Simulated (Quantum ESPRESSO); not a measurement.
Parts of the isotropic shielding in BaF2, by PBE GIPAW (a modified build of Quantum ESPRESSO, JTH PAW datasets), 22.5 Ha, k-mesh 4×4×4 shifted:

```xyz
3
Lattice="0.0000 3.1129 3.1129 3.1129 0.0000 3.1129 3.1129 3.1129 0.0000" Properties=species:S:1:pos:R:3 pbc="T T T"
Ba     0.0000     0.0000     0.0000
F      1.5564     1.5564     1.5564
F      4.6693     4.6693     4.6693
```
The geometry is a computed Materials Project entry, not a measured one. It is BaF2 in Fm-3m. Stability against distortions was not tested.

The core term is that of the free atom's frozen core; the paramagnetic column sums the reconstruction terms. These are absolute shieldings with no macroscopic susceptibility term; δ = σ_ref − σ needs a reference computed alike. In our sweeps, cutoffs and meshes of this size left a few ppm, and up to some 20 ppm on atoms from Zn on. Spin–orbit coupling is left out; its weight grows with the heaviest atom, Ba here. The structure is static (0 K, no zero-point motion).

```
site              core  bare (smooth current)  diamagnetic correction  paramagnetic corrections  σ_iso (ppm)
--------------  ------  ---------------------  ----------------------  ------------------------  -----------
Ba (atom 1)     6129.8                  109.5                   -43.9                (withheld)   (withheld)
F (atoms 2, 3)   306.4                   59.4                    50.7                (withheld)   (withheld)
```

Task: What belongs in the gaps?

Result: 
- Ba (atom 1), paramagnetic corrections: -947.6
- Ba (atom 1), σ_iso (ppm): 5247.8
- F (atoms 2, 3), paramagnetic corrections: -271.1
- F (atoms 2, 3), σ_iso (ppm): 145.4
